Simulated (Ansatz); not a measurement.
Te3I2: reading a single point

```yaml
crystal:
  lattice:
    - [4.53308, 0.00000, 0.00000]
    - [-2.26654, 3.92576, 0.00000]
    - [0.00000, -2.61717, 19.20963]
  atoms:
    - { symbol: Te, position: [0.14500, 0.29000, 0.43500] }
    - { symbol: Te, position: [0.85500, 0.71000, 0.56500] }
    - { symbol: I, position: [0.34700, 0.69400, 0.04100] }
    - { symbol: I, position: [0.65300, 0.30600, 0.95900] }
    - { symbol: Te, position: [0.04200, 0.08400, 0.12600] }
    - { symbol: Te, position: [0.95800, 0.91600, 0.87400] }
    - { symbol: I, position: [0.45000, 0.90000, 0.35000] }
    - { symbol: I, position: [0.55000, 0.10000, 0.65000] }
    - { symbol: Te, position: [0.24100, 0.48200, 0.72300] }
    - { symbol: Te, position: [0.75900, 0.51800, 0.27700] }
```

Level: r2SCAN, no spin polarisation; 500 eV; 7×7×7 Γ-centred mesh; fermi-dirac occupations (width 0.1 eV); Ansatz 0.2.0, fixed geometry.

At the Fermi level: It is a metal, with about 7.2 states/eV a cell as the mean within 0.25 eV of the Fermi level, mostly Te p (69 %) and I p (26 %).
Forces: The largest is on Te9 (and as large on other atoms): 1.99 eV/Å, components (0.00, 0.00, 1.99). It makes 118° with the line to a nearest neighbour, I8 at 2.97 Å.
Formation energy: 0.79 eV an atom against the elements' usual phases (free molecules for gases, crystals otherwise, with no correction for O₂ or N₂), so at this geometry it isn't bound against them. Relaxing would lower it.
Stress: The pressure is 5.7 GPa (compression positive), so with the atoms held at these fractions the cell would first expand; the forces are large, so a full relaxation may end otherwise. The principal stresses 3.7, 6.7, 6.7 GPa differ, so its shape would change too.
Contacts: I–Te at 2.97 Å: least valence density 0.33 e/Å³ and ELF 0.49 there. I–I at 3.05 Å: least valence density 0.30 e/Å³ and ELF 0.42 there. Te–Te at 3.62 Å: least valence density 0.12 e/Å³ and ELF 0.28 there. These are pseudo-fields; inside the PAW spheres they differ from the all-electron ones.

Origin: a known structure type with other elements, at an estimated volume, so it need not be a known compound. Caveats: atoms or cell far from equilibrium.
